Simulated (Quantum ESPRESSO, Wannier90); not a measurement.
## SrO (rock salt): Wannier90 run

```xyz
2
Lattice="0.0000 2.5838 2.5838 2.5838 0.0000 2.5838 2.5838 2.5838 0.0000" Properties=species:S:1:pos:R:3 pbc="T T T"
Sr     2.5838     2.5838     2.5838
O      0.0000     0.0000     0.0000
```

Structure: Materials Project mp-2472, symmetrised, not relaxed again. COD (Crystallography Open Database) has an entry of this formula and space group (matched by these alone). Computed values, not measurements, from PBEsol: Quantum ESPRESSO (norm-conserving PseudoDojo potentials, cutoff 68 Ry, no spin polarisation, no spin-orbit coupling) on a Γ-centred 10×10×10 mesh, then Wannier90. Density: 10×10×10 mesh, cold smearing 0.01 Ry.

Base run: 9 functions from bands 6-22 of the 22 computed, start hydrogen-like Sr: s;d; O: p, frozen window up to 4.73 eV relative to the valence-band maximum, outer window open. Its settings: num_cg_steps = 5, trial_step = 2 and dis_mix_ratio = 0.5 (the program's defaults), conv_tol = 1.0e-6 over 4 steps, num_iter = 800, dis_conv_tol = 1.0e-6, dis_num_iter = 1000. One of them is changed at a time.

| run | disentanglement steps | localisation steps | Ω_I (Å²) | Ω_total (Å²) | ended |
|---|---|---|---|---|---|
| base | 149 | 24 | 14.112 | 14.264 | converged |
| conv_tol = 1.0e-10 | 149 | 54 | 14.112 | 14.264 | converged |
| num_cg_steps = 100 | 149 | 19 | 14.112 | 14.264 | converged |
| dis_mix_ratio = 0.2 | 399 | 24 | 14.112 | 14.264 | converged |
